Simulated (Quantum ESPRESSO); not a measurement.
Ga3GeO5N, one run as intended and one with a planted mistake

A calculation, not a measurement. The program is pw.x of Quantum ESPRESSO 7.5 (plane-wave density functional theory). The cell is made up: 10 atoms on a corundum lattice, with randomly drawn elements, strain and displacements, not relaxed. PseudoDojo standard norm-conserving files (v0.5 for PBE, v0.4.1 for LDA and PBEsol) set the functional; there is no spin polarisation, spin-orbit coupling or dispersion term, and the masses in the input are unused placeholders.

Intended input:

```
&control calculation='scf', pseudo_dir='./dojo.nc.sr.pbe.v0_5.standard.upf', outdir='./o', disk_io='medium', tprnfor=.true., tstress=.true. /
&system ibrav=0, nat=10, ntyp=4, nbnd=50, ecutwfc=84.00895049, nosym=.true., tot_charge=0,
 occupations='smearing', smearing='fd', degauss=0.0018374661
/
&electrons conv_thr=7.350e-09, electron_maxstep=60, /
ATOMIC_SPECIES
Ga 1.0 Ga.upf
Ge 1.0 Ge.upf
N 1.0 N.upf
O 1.0 O.upf
CELL_PARAMETERS angstrom
2.5823 1.4909 4.6373
-2.5823 1.4909 4.6373
0.0 -2.9818 4.6373
ATOMIC_POSITIONS angstrom
Ga 0.0062 0.0514 4.9709
Ga 0.0282 0.0357 2.0161
Ga -0.095 0.1269 8.9538
Ge 0.0481 0.0427 11.8302
O -0.9675 1.5646 8.0681
O -0.8345 -1.5047 8.0442
O 1.8015 0.2225 8.0867
O 0.9495 -1.6686 5.7897
O 0.7666 1.7321 5.7673
N -1.7951 -0.2108 5.6756
K_POINTS automatic
5 5 5 1 1 1
```

The log is shortened where brackets say so; the opening notice, blank lines, dates and the lines on written files are dropped, and the path of the files is cut. It prints rydbergs, bohrs and kilobars, and counts compression as positive stress. Where no state is partly filled, the Fermi energy that it prints is only some level between the filled and the empty states on the mesh, and need not lie in the true gap.

Log of the intended run:

```
     Program PWSCF v.7.5
     Parallel version (MPI & OpenMP), running on       1 processor cores
     Number of MPI processes:                 1
     Threads/MPI process:                     1
     [start-up lines left out]
     bravais-lattice index     =            0
     lattice parameter (alat)  =      10.4185  a.u.
     unit-cell volume          =     722.8834 (a.u.)^3
     number of atoms/cell      =           10
     number of atomic types    =            4
     number of electrons       =        88.00
     number of Kohn-Sham states=           50
     kinetic-energy cutoff     =      84.0090  Ry
     charge density cutoff     =     336.0358  Ry
     scf convergence threshold =      7.3E-09
     mixing beta               =       0.7000
     number of iterations used =            8  plain     mixing
     Exchange-correlation= PBE
                           (   1   4   3   4   0   0   0)
     [axes and pseudopotential details left out]
   Cartesian axes
     site n.     atom                  positions (alat units)
         1        Ga     tau(   1) = (   0.0011246   0.0093230   0.9016326  )
         2        Ga     tau(   2) = (   0.0051150   0.0064753   0.3656846  )
         3        Ga     tau(   3) = (  -0.0172313   0.0230174   1.6240596  )
         4        Ge     tau(   4) = (   0.0087245   0.0077450   2.1457873  )
         5        O      tau(   5) = (  -0.1754872   0.2837905   1.4634095  )
         6        O      tau(   6) = (  -0.1513634  -0.2729257   1.4590744  )
         7        O      tau(   7) = (   0.3267600   0.0403575   1.4667832  )
         8        O      tau(   8) = (   0.1722224  -0.3026543   1.0501483  )
         9        O      tau(   9) = (   0.1390476   0.3141721   1.0460854  )
        10        N      tau(  10) = (  -0.3255991  -0.0382354   1.0294526  )
     number of k points=    63  Fermi-Dirac smearing, width (Ry)=  0.0018
                       cart. coord. in units 2pi/alat
        k(    1) = (   0.0000000   0.0000000   0.1188886), wk =   0.0320000
        k(    2) = (   0.0000000  -0.2465277   0.1981477), wk =   0.0320000
     [further k points left out]
     Dense  grid:    75225 G-vectors     FFT dimensions: (  64,  64,  64)
     Estimated max dynamical RAM per process >     119.28 MB
     Initial potential from superposition of free atoms
     starting charge      87.9911, renormalised to      88.0000
     Starting wfcs are   60 randomized atomic wfcs
     total cpu time spent up to now is       27.9 secs
     per-process dynamical memory:    70.9 Mb
     Self-consistent Calculation
     iteration #  1     ecut=    84.01 Ry     beta= 0.70
     Davidson diagonalization with overlap
     ethr =  1.00E-02,  avg # of iterations =  2.3
     total cpu time spent up to now is       89.0 secs
     total energy              =    -822.61116530 Ry
     estimated scf accuracy    <       2.35052414 Ry
     iteration #  2     ecut=    84.01 Ry     beta= 0.70
     Davidson diagonalization with overlap
     ethr =  2.67E-03,  avg # of iterations =  3.0
     total cpu time spent up to now is      153.0 secs
     total energy              =    -823.22918622 Ry
     estimated scf accuracy    <       2.73086826 Ry
     [iterations 3 to 11 left out]
     iteration # 12     ecut=    84.01 Ry     beta= 0.70
     Davidson diagonalization with overlap
     ethr =  4.09E-11,  avg # of iterations =  3.6
     total cpu time spent up to now is      795.4 secs
     total energy              =    -823.73330538 Ry
     estimated scf accuracy    <       0.00000004 Ry
     iteration # 13     ecut=    84.01 Ry     beta= 0.70
     Davidson diagonalization with overlap
     ethr =  4.09E-11,  avg # of iterations =  2.0
     total cpu time spent up to now is      851.3 secs
     End of self-consistent calculation
     [lines on levels left out]
     the Fermi energy is    10.3465 ev
!    total energy              =    -823.73330538 Ry
     estimated scf accuracy    <          5.0E-09 Ry
     smearing contrib. (-TS)   =      -0.00000000 Ry
     internal energy E=F+TS    =    -823.73330538 Ry
     The total energy is F=E-TS. E is the sum of the following terms:
     one-electron contribution =    -256.43073401 Ry
     hartree contribution      =     205.82158344 Ry
     xc contribution           =    -217.53555229 Ry
     ewald contribution        =    -555.58860252 Ry
     convergence has been achieved in  13 iterations
     Forces acting on atoms (cartesian axes, Ry/au):
     atom    1 type  1   force =    -0.03131541   -0.01037140    0.03336225
     atom    2 type  1   force =    -0.03712270   -0.09197998   -0.01996528
     atom    3 type  1   force =     0.05444818   -0.02366578    0.01771822
     atom    4 type  2   force =     0.01235371    0.04364043   -0.04910292
     atom    5 type  4   force =    -0.02509180    0.04257591   -0.01574828
     atom    6 type  4   force =     0.00582418   -0.01211019    0.01570101
     atom    7 type  4   force =     0.02097255   -0.04425283   -0.03637349
     atom    8 type  4   force =     0.05763809    0.11811819   -0.03079321
     atom    9 type  4   force =     0.00080416   -0.05759031    0.01166459
     atom   10 type  3   force =    -0.05851096    0.03563596    0.07353710
     Total force =     0.243640     Total SCF correction =     0.000127
     Computing stress (Cartesian axis) and pressure
          total   stress  (Ry/bohr**3)                   (kbar)     P=      -74.97
  -0.00048716  -0.00025048   0.00009173          -71.66      -36.85       13.49
  -0.00025048  -0.00061820  -0.00023559          -36.85      -90.94      -34.66
   0.00009173  -0.00023559  -0.00042357           13.49      -34.66      -62.31
     init_run     :     26.37s CPU     27.84s WALL (       1 calls)
     electrons    :    810.02s CPU    823.41s WALL (       1 calls)
     forces       :      7.36s CPU      7.46s WALL (       1 calls)
     stress       :     23.20s CPU     23.33s WALL (       1 calls)
     [timing details left out]
     PWSCF        :  14m27.29s CPU  14m42.95s WALL
     JOB DONE.
```

A second run has one planted mistake: the self-consistency threshold is too loose. The input lines that differ, file-writing options aside:

```
- &electrons conv_thr=7.350e-09, electron_maxstep=60, /
+ &electrons conv_thr=5.880e-02, electron_maxstep=60, /
```

Its log:

```
     Program PWSCF v.7.5
     Parallel version (MPI & OpenMP), running on       4 processor cores
     Number of MPI processes:                 4
     Threads/MPI process:                     1
     [start-up lines left out]
     bravais-lattice index     =            0
     lattice parameter (alat)  =      10.4185  a.u.
     unit-cell volume          =     722.8834 (a.u.)^3
     number of atoms/cell      =           10
     number of atomic types    =            4
     number of electrons       =        88.00
     number of Kohn-Sham states=           50
     kinetic-energy cutoff     =      84.0090  Ry
     charge density cutoff     =     336.0358  Ry
     scf convergence threshold =      5.9E-02
     mixing beta               =       0.7000
     number of iterations used =            8  plain     mixing
     Exchange-correlation= PBE
                           (   1   4   3   4   0   0   0)
     [axes and pseudopotential details left out]
   Cartesian axes
     site n.     atom                  positions (alat units)
         1        Ga     tau(   1) = (   0.0011246   0.0093230   0.9016326  )
         2        Ga     tau(   2) = (   0.0051150   0.0064753   0.3656846  )
         3        Ga     tau(   3) = (  -0.0172313   0.0230174   1.6240596  )
         4        Ge     tau(   4) = (   0.0087245   0.0077450   2.1457873  )
         5        O      tau(   5) = (  -0.1754872   0.2837905   1.4634095  )
         6        O      tau(   6) = (  -0.1513634  -0.2729257   1.4590744  )
         7        O      tau(   7) = (   0.3267600   0.0403575   1.4667832  )
         8        O      tau(   8) = (   0.1722224  -0.3026543   1.0501483  )
         9        O      tau(   9) = (   0.1390476   0.3141721   1.0460854  )
        10        N      tau(  10) = (  -0.3255991  -0.0382354   1.0294526  )
     number of k points=    63  Fermi-Dirac smearing, width (Ry)=  0.0018
                       cart. coord. in units 2pi/alat
        k(    1) = (   0.0000000   0.0000000   0.1188886), wk =   0.0320000
        k(    2) = (   0.0000000  -0.2465277   0.1981477), wk =   0.0320000
     [further k points left out]
     Dense  grid:    75225 G-vectors     FFT dimensions: (  64,  64,  64)
     Estimated max dynamical RAM per process >     234.02 MB
     Estimated total dynamical RAM >     880.99 MB
     Initial potential from superposition of free atoms
     starting charge      87.9911, renormalised to      88.0000
     Starting wfcs are   60 randomized atomic wfcs
     total cpu time spent up to now is        6.5 secs
     per-process dynamical memory:   190.7 Mb
     Self-consistent Calculation
     iteration #  1     ecut=    84.01 Ry     beta= 0.70
     Davidson diagonalization with overlap
     ethr =  1.00E-02,  avg # of iterations =  2.3
     total cpu time spent up to now is       19.1 secs
     total energy              =    -822.61237226 Ry
     estimated scf accuracy    <       2.34935869 Ry
     iteration #  2     ecut=    84.01 Ry     beta= 0.70
     Davidson diagonalization with overlap
     ethr =  2.67E-03,  avg # of iterations =  3.0
     total cpu time spent up to now is       31.9 secs
     total energy              =    -823.22922363 Ry
     estimated scf accuracy    <       2.72935180 Ry
     iteration #  3     ecut=    84.01 Ry     beta= 0.70
     Davidson diagonalization with overlap
     ethr =  2.67E-03,  avg # of iterations =  2.0
     total cpu time spent up to now is       43.3 secs
     total energy              =    -823.70590410 Ry
     estimated scf accuracy    <       0.09220985 Ry
     iteration #  4     ecut=    84.01 Ry     beta= 0.70
     Davidson diagonalization with overlap
     ethr =  1.05E-04,  avg # of iterations =  3.9
     total cpu time spent up to now is       55.8 secs
     End of self-consistent calculation
     [lines on levels left out]
     the Fermi energy is    10.3111 ev
!    total energy              =    -823.73115677 Ry
     estimated scf accuracy    <       0.00589241 Ry
     smearing contrib. (-TS)   =      -0.00000000 Ry
     internal energy E=F+TS    =    -823.73115677 Ry
     The total energy is F=E-TS. E is the sum of the following terms:
     one-electron contribution =    -256.50430245 Ry
     hartree contribution      =     205.94486226 Ry
     xc contribution           =    -217.58311406 Ry
     ewald contribution        =    -555.58860252 Ry
     convergence has been achieved in   4 iterations
     Forces acting on atoms (cartesian axes, Ry/au):
     atom    1 type  1   force =    -0.04430437   -0.01111135    0.03992075
     atom    2 type  1   force =    -0.03803795   -0.09542767   -0.02720204
     atom    3 type  1   force =     0.05968609   -0.02039213    0.02300756
     atom    4 type  2   force =     0.02610754    0.04639770   -0.05656346
     atom    5 type  4   force =    -0.02544143    0.04147486   -0.01379200
     atom    6 type  4   force =     0.00426523   -0.01037746    0.01638637
     atom    7 type  4   force =     0.02069225   -0.04336964   -0.03463589
     atom    8 type  4   force =     0.05339510    0.11522874   -0.02881205
     atom    9 type  4   force =    -0.00016891   -0.05682045    0.01206549
     atom   10 type  3   force =    -0.05619355    0.03439740    0.06962526
     Total force =     0.247986     Total SCF correction =     0.103525
     SCF correction compared to forces is large: reduce conv_thr to get better values
     Computing stress (Cartesian axis) and pressure
          total   stress  (Ry/bohr**3)                   (kbar)     P=      -34.06
  -0.00019635  -0.00027228   0.00009033          -28.88      -40.05       13.29
  -0.00027228  -0.00036320  -0.00019774          -40.05      -53.43      -29.09
   0.00009033  -0.00019774  -0.00013513           13.29      -29.09      -19.88
     init_run     :      5.97s CPU      6.23s WALL (       1 calls)
     electrons    :     48.77s CPU     49.35s WALL (       1 calls)
     forces       :      1.39s CPU      1.42s WALL (       1 calls)
     stress       :      4.54s CPU      4.54s WALL (       1 calls)
     [timing details left out]
     PWSCF        :   1m 0.92s CPU   1m 1.89s WALL
     JOB DONE.
```

|  | intended run | run with the mistake |
| --- | --- | --- |
| free energy (eV) | -11207.463 | -11207.433 |
| smearing term -TS (eV) | 0.0000 | 0.0000 |
| pressure (GPa) | -7.50 | -3.41 |
| largest force component (eV/Å) | 3.037 | 2.963 |
| largest change of a force component (eV/Å) |  | 0.354 |
| iterations | 13 | 4 |

For scale, a rerun of the intended cell at 1437 eV and a 7 x 7 x 7 mesh moved values by no more than 0.004 eV in energy, 0.04 GPa in stress and 0.002 eV/Å in force.